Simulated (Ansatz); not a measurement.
TiP (space group P6_3/mmc)

```yaml
crystal:
  lattice:
    - [3.42732, 0.00000, 0.00000]
    - [-1.71366, 2.96814, 0.00000]
    - [0.00000, 0.00000, 11.51432]
  atoms:
    - { symbol: Ti, position: [0.33333, 0.66667, 0.38384] }
    - { symbol: Ti, position: [0.66667, 0.33333, 0.61616] }
    - { symbol: Ti, position: [0.66667, 0.33333, 0.88384] }
    - { symbol: Ti, position: [0.33333, 0.66667, 0.11616] }
    - { symbol: P, position: [0.66667, 0.33333, 0.25000] }
    - { symbol: P, position: [0.33333, 0.66667, 0.75000] }
    - { symbol: P, position: [0.00000, 0.00000, 0.50000] }
    - { symbol: P, position: [0.00000, 0.00000, 0.00000] }
```

The slice is a (0001) plane (indices of the conventional cell) through the point (0.333, 0.667, 0.116) (fractional), spanned by u = [110] and v = [1 -1 0] in vectors of this cell: u (3.43 Å) and v (5.94 Å, at 90° to u). It covers one period; positions are fractions (u, v).

All values below come from LDA (plane waves to 420 eV, PAW, scalar-relativistic; Ansatz, a program for electronic structure). k mesh 16×16×4. Near the nuclei the fields are pseudised (PAW); where an atom keeps semicore shells as valence, they peak there. TiP is run without spin polarisation. TiP was relaxed with its symmetry unable to fall.

Three fields on this plane, each scaled to ten steps between its own extremes (0 low, 9 high; the total valence density on a logarithmic scale, the potential cut 8 eV below its top; x marks points blanked near nuclei; v = 0 in the bottom row):

Map A
```
|xxxxx0023200xxxx|
|xxxxx0133310xxxx|
|xxxx001343100xxx|
|xxx00124442100xx|
|0000123444321000|
|2223333333333322|
|6665432222234566|
|9876421000124678|
|9985200000002589|
|997310xxxxx01379|
|98510xxxxxxx0158|
|7630xxxxxxxxx036|
|5410xxxxxxxxx014|
|4310xxxxxxxxx013|
|3200xxxxxxxxx002|
|3310xxxxxxxxx013|
|43100xxxxxxx0013|
|442100xxxxx00124|
|4432100000001234|
|3333332222233333|
|2223456666654322|
|0012467898764210|
|0000258999852000|
|xxx01379997310xx|
|xxxx015898510xxx|
|xxxxx0367630xxxx|
|xxxxx0145410xxxx|
|xxxxx0134310xxxx|
```

Map B
```
|xxxxx7200027xxxx|
|xxxxx4100014xxxx|
|xxxx720000027xxx|
|xxx83100000138xx|
|9863100000001368|
|5532100000001235|
|5432100000001234|
|5543211111112345|
|6554335787533455|
|555459xxxxx95455|
|55559xxxxxxx9555|
|4447xxxxxxxxx744|
|3338xxxxxxxxx833|
|1138xxxxxxxxx831|
|0027xxxxxxxxx720|
|0014xxxxxxxxx410|
|00027xxxxxxx7200|
|000138xxxxx83100|
|0000136898631000|
|0000123555321000|
|0000123454321000|
|1111234555432111|
|8753345565543357|
|xxx95455555459xx|
|xxxx955555559xxx|
|xxxxx7444447xxxx|
|xxxxx8333338xxxx|
|xxxxx8311138xxxx|
```

Map C
```
|xxxxx0589850xxxx|
|xxxxx2689862xxxx|
|xxxx047999740xxx|
|xxx04689998640xx|
|0024689999986420|
|4567899999998765|
|7788998888899887|
|8888876555678888|
|8887642000246788|
|887630xxxxx03678|
|88740xxxxxxx0478|
|8862xxxxxxxxx268|
|8850xxxxxxxxx058|
|9850xxxxxxxxx058|
|9850xxxxxxxxx058|
|9862xxxxxxxxx268|
|99740xxxxxxx0479|
|998640xxxxx04689|
|9998642000246899|
|9999876545678999|
|8889988777889988|
|5567888888888765|
|0024678888876420|
|xxx03678887630xx|
|xxxx047888740xxx|
|xxxxx2688862xxxx|
|xxxxx0588850xxxx|
|xxxxx0589850xxxx|
```

Question: Assign the maps to these fields: electron localisation function (ELF); valence electron density; electrostatic potential energy of an electron, from the cell's mean.

Answer: A is the electron localisation function (ELF); B is the valence electron density; C is the electrostatic potential energy of an electron, from the cell's mean.
